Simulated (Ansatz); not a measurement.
SiO₂ (rutile)

```xyz
6
Lattice="4.2359 0.0000 0.0000 0.0000 4.2359 0.0000 0.0000 0.0000 2.6899" Properties=species:S:1:pos:R:3 pbc="T T T"
Si     2.1179     2.1179     1.3450
Si     0.0000     0.0000     0.0000
O      3.4183     3.4183     1.3450
O      1.3004     2.9355     0.0000
O      2.9355     1.3004     0.0000
O      0.8176     0.8176     1.3450
```

In each cell atom 5 (O, nearest neighbour Si at 1.774 Å; its periodic images, 2.7 Å or more away, move with it) moves by s·(1.000, 0.000, 0.000) (along Cartesian x), the rest being held.

Method: PBE (plane waves to 420 eV, PAW, scalar-relativistic; Ansatz, an electronic-structure program). k mesh 6×6×10 (Γ-centred), Fermi-Dirac smearing 0.05 eV. The energy includes the smearing's −TS. SiO2 was relaxed with its symmetry unable to fall. The PAW data are Ansatz's earlier set. ΔE is measured from the undisplaced structure.

| s (Å) | ΔE (meV/cell) |
|---|---|
| -0.180 | withheld |
| -0.144 | 213 |
| -0.108 | 120 |
| -0.072 | 53 |
| -0.036 | 13 |
| 0.000 | 0 |
| 0.036 | 13 |
| 0.072 | 53 |
| 0.108 | 120 |
| 0.144 | 213 |
| 0.180 | 333 |

Question: Fit a polynomial form (powers 2, 3, 4) to the given rows and predict ΔE at s = -0.180.

Answer: Least squares on the 10 given rows: ΔE = (10260)·s² + (-4.018)·s³ + (451.5)·s⁴, in meV/cell with s in Å; root-mean-square residual 0.2 meV/cell. At -0.180 the fit gives 333 meV/cell; the calculation gives 332 meV/cell, so the extrapolation is off by 1 (+0.3 %). The quadratic term alone would give 332 meV/cell.

(A displaced cell: forces are minus the slopes of the energy, force constants its curvatures, and phonons follow from these.)
